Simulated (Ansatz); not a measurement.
## YPd₃, first-principles data

YPd3:
```cif
data_Pd3Y
_chemical_formula_sum 'Y1 Pd3'
_space_group_name_H-M_alt 'Pm-3m'
_space_group_IT_number 221
_space_group_name_Hall '-P 4 2 3'
_cell_length_a 4.05697
_cell_length_b 4.05697
_cell_length_c 4.05697
_cell_angle_alpha 90.000
_cell_angle_beta 90.000
_cell_angle_gamma 90.000
loop_
_atom_site_label
_atom_site_type_symbol
_atom_site_symmetry_multiplicity
_atom_site_Wyckoff_symbol
_atom_site_fract_x
_atom_site_fract_y
_atom_site_fract_z
_atom_site_occupancy
Y1 Y 1 a 0.00000 0.00000 0.00000 1
Pd1 Pd 3 c 0.00000 0.50000 0.50000 1
```

Space group Pm-3m (No. 221), Cu3Au type; conventional cell a = b = c = 4.0570 Å, α = β = γ = 90.00°.

Method: plane-wave PAW PBEsol (Ansatz code). Structure relaxed to zero pressure with the same functional. Other levels are named where they apply.

### Cell and energy

| Property | Result |
|---|---|
| Volume per atom | 16.69 Å³ |
| Density | 10.15 g/cm³ |
| Formation energy from the elements (no fitted shifts) | -0.86 eV/atom |

### Electronic structure

| Item | Value |
|---|---|
| Electronic character | metallic (no gap) |
| Density of states at the Fermi level | 0.52 states/eV per atom (mean over ±0.08 eV) |
| Gap with spin–orbit coupling | none (metallic) |

### Mechanics

| Property | Result |
|---|---|
| Bulk modulus (Birch–Murnaghan fit) | 1460 kbar |
| Pressure derivative B′ | 4.9 |
| Elastic constants (relaxed ions, GPa) | C11 = 204, C12 = 118, C44 = 79.7 |
| Mechanical stability | stable (all eigenvalues of C positive) |
| Hill bulk and shear moduli | 147 and 62.3 GPa |
| Young's modulus | 164 GPa |
| Poisson's ratio | 0.31 |
| Debye temperature from the elastic constants | 323 K |

### Phonons

| Property | Result |
|---|---|
| Highest zone-centre frequency | 191 cm⁻¹ |
| Zone-centre stability | no imaginary mode at Γ |

The first step of the workflow began from a Materials Project structure, measured or hypothetical; the Crystallography Open Database files this formula in space group No. 221, but the cells were not matched. Whether it is the stable phase at ambient conditions was not checked. Symmetry was held in the PBEsol relaxation. No spin polarisation was allowed. As this level gives no gap, shear constants depend on the k-mesh and smearing (Fermi–Dirac, 0.1 eV here). As this level gives no gap, phonon frequencies hold no LO–TO term and depend on the k-mesh and smearing (Fermi–Dirac, 0.1 eV here). The references are the lowest solids computed at this level, not always the standard phases. Spin–orbit coupling is left out wherever it is not named.

Potentials: the later of the program's two PAW sets.
